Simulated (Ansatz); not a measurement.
Relaxed KF (rock salt):

```
KF
1.0
    0.00000     5.42078     5.42078
    2.71039     0.00000     2.71039
    2.71039     2.71039     0.00000
F K
2 2
Direct
  0.00000   0.00000   0.00000
  0.50000   0.00000   0.00000
  0.25000   0.50000   0.50000
  0.75000   0.50000   0.50000
```

A phonon eigenvector at L = (0.5, 0.0, 0.0) is frozen into this cell: atom i moves by Q times the vector below, so Q is the largest atomic displacement, in Å. The cell is held. It is one choice among 2 degenerate patterns. (q is in reciprocal vectors of the primitive cell; the cell shown is doubled to hold the pattern.)

| atom | x | y | z |
|---|---|---|---|
| F1 | 0.285 | -0.520 | 0.805 |
| F2 | -0.285 | 0.520 | -0.805 |

Atoms not listed stay in place.

The numbers are results of PBE (plane waves to 420 eV, PAW, scalar-relativistic; Ansatz, a quantum-chemistry and plane-wave program), not measurements. k mesh 11×11×11 (Γ-centred), Fermi-Dirac smearing 0.05 eV. E stands for the smeared free energy. KF was relaxed with its symmetry unable to fall. ΔE is measured from the undisplaced structure.

| Q (Å) | ΔE (meV/cell) |
|---|---|
| -0.1000 | 16.7 |
| -0.0833 | 11.6 |
| -0.0667 | withheld |
| -0.0500 | 4.2 |
| -0.0333 | 1.9 |
| -0.0167 | 0.5 |
| 0.0000 | 0.0 |
| 0.0167 | 0.5 |
| 0.0333 | 1.9 |
| 0.0500 | 4.2 |
| 0.0667 | withheld |
| 0.0833 | 11.6 |
| 0.1000 | 16.7 |

### Question
Fit an even polynomial form (powers 2, 4) to the given rows and predict ΔE at Q = -0.0667.

### Answer
Least squares on the 11 given rows: ΔE = (1685)·Q² + (-1600)·Q⁴, in meV/cell with Q in Å; root-mean-square residual 0.02 meV/cell. At -0.0667 the fit gives 7.5 meV/cell; the calculation gives 7.4 meV/cell, so the interpolation is off by 0.1 (+1.4 %). The quadratic term alone would give 7.5 meV/cell.

(For displaced atoms, the force is minus the slope of the energy, and its curvature is a force constant, which sets phonon frequencies.)
